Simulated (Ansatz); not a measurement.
CuI:
Space group Pm-3m (No. 221); a = b = c = 3.666 Å, α = β = γ = 90.00°

| atom | site | symmetry | x | y | z |
|---|---|---|---|---|---|
| Cu | 1a | m-3m | 0.0000 | 0.0000 | 0.0000 |
| I | 1b | m-3m | 0.5000 | 0.5000 | 0.5000 |

Relaxed with r²SCAN.

### Question
Tabulate the valence density and the electron localisation function along the shortest Cu–I contact (3.17 Å), r²SCAN in the plane-wave PAW code Ansatz.

### Answer


```csv
distance from Cu (Å),density (e/Å³),ELF
0.32,28.41,0.44
0.48,9.39,0.21
0.63,2.92,0.16
0.79,0.97,0.16
0.95,0.35,0.13
1.11,0.20,0.09
1.27,0.14,0.09
1.43,0.13,0.16
1.59,0.16,0.37
1.75,0.23,0.63
1.90,0.34,0.74
2.06,0.51,0.73
2.22,0.73,0.65
2.38,1.25,0.52
2.54,3.75,0.36
2.70,8.04,0.25
2.86,11.73,0.25
```

The density is the valence pseudo-density with augmentation charge, so density and ELF within about 1 Å of a nucleus are not all-electron values.

The start of the workflow was typed in or built on a structure type; neither database checked (COD, Materials Project) lists it. It is not the phase usual at ambient conditions (space group No. 216). The cell was relaxed with r²SCAN under the symmetry of its start. At this level the phase is mechanically unstable. The workflow began spin-polarised and lost its moments. Its formation energy is positive at this level, so the cell may be metastable or incomplete. Spin–orbit coupling is left out wherever it is not named.

Potentials: the earlier of the program's two PAW sets.
